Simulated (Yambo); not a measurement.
G0W0@LDA for Rb₂NaScF₆ (space group Fm-3m, No. 225) in Yambo. Reference settings: 2×2×2 Γ-centred k mesh, bands 3 to 317 and a 8 Ry block in the screening, 317 bands in G with the Bruneval-Gonze terminator, plasmon pole fitted at 27.2 eV. The LDA gap Γ → Γ on this mesh is 6.55 eV; G0W0 gaps are taken between the same points.

Gap (Γ → Γ) in eV against the number of bands and the screening block, terminator on:

```json
[
 {"bands (W and G)": "80", "2 Ry": "11.776", "3 Ry": "11.283", "5 Ry": "11.053", "6 Ry": "10.984", "8 Ry": "10.942"},
 {"bands (W and G)": "122", "2 Ry": "11.369", "3 Ry": "10.896", "5 Ry": "10.701", "6 Ry": "10.645", "8 Ry": "10.621"},
 {"bands (W and G)": "176", "2 Ry": "11.215", "3 Ry": "10.733", "5 Ry": "10.561", "6 Ry": "10.522", "8 Ry": "10.515"},
 {"bands (W and G)": "247", "2 Ry": "11.145", "3 Ry": "10.661", "5 Ry": "10.503", "6 Ry": "10.471", "8 Ry": "10.471"},
 {"bands (W and G)": "317", "2 Ry": "11.123", "3 Ry": "10.628", "5 Ry": "10.471", "6 Ry": "10.445", "8 Ry": "10.450"}
]
```

Rough cost of the Yambo step against the reference (shared machines):

| bands (W and G) | 2 Ry | 3 Ry | 5 Ry | 6 Ry | 8 Ry |
|---|---|---|---|---|---|
| 80 | 1/7 | 1/7 | 1/6 | 1/6 | 1/5 |
| 122 | 1/4 | 1/4 | 1/4 | 1/3 | 1/3 |
| 176 | 1/3 | 1/2 | 1/2 | 1/2 | ~1 |
| 247 | ~1 | ~1 | ~1 | ~1 | ~1 |
| 317 | ~1 | ~1 | ~1 | ~1 | 1 |

At the largest block the last step in bands moves the gap by -0.021 eV; at the most bands the last step in the block moves it by 0.005 eV.

Geometry of the Materials Project entry, not relaxed at this level; primitive cell a = b = c = 6.1865 Å, α = β = γ = 60.00°.

The structure is a Materials Project entry; no match was found in the copy of COD used, and its stability was not checked.
